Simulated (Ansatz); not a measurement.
ZnSnN2:
```cif
data_N6Sn3Zn3
_chemical_formula_sum 'Sn3 Zn3 N6'
_space_group_name_H-M_alt 'R-3m :H'
_space_group_IT_number 166
_space_group_name_Hall '-R 3 2"'
_cell_length_a 3.13794
_cell_length_b 3.13794
_cell_length_c 15.24340
_cell_angle_alpha 90.000
_cell_angle_beta 90.000
_cell_angle_gamma 120.000
loop_
_atom_site_label
_atom_site_type_symbol
_atom_site_symmetry_multiplicity
_atom_site_Wyckoff_symbol
_atom_site_fract_x
_atom_site_fract_y
_atom_site_fract_z
_atom_site_occupancy
Sn1 Sn 3 a 0.00000 0.00000 0.00000 1
Zn1 Zn 3 b 0.00000 0.00000 0.50000 1
N1 N 6 c 0.00000 0.00000 0.25236 1
```
(The calculation used a cell of 4 atoms; values per cell refer to that cell.)

Relaxed with LDA.

Problem. Decompose the optical modes at the zone centre into irreducible representations, and say which are infrared and Raman allowed.

Solution. Point group -3m: Γ_opt = A1g + 2A2u + Eg + 2Eu. Infrared: A2u, Eu. Raman: A1g, Eg.

Problem. Assign frequencies (DFPT, DFT-LDA in the program Ansatz with PAW potentials; without the LO–TO term).

Solution. Eu 67, A2u 203, Eg 260, Eu 300, A2u 392, A1g 563 cm⁻¹.

The cell is a constructed one: a structure type filled with these elements; neither database checked (COD, Materials Project) lists it. Whether it is the stable phase at ambient conditions was not checked. Symmetry was held in the LDA relaxation; whether a distortion lowers the energy is not shown. Spin–orbit coupling is left out wherever it is not named.

Potentials: the later of the program's two PAW sets.
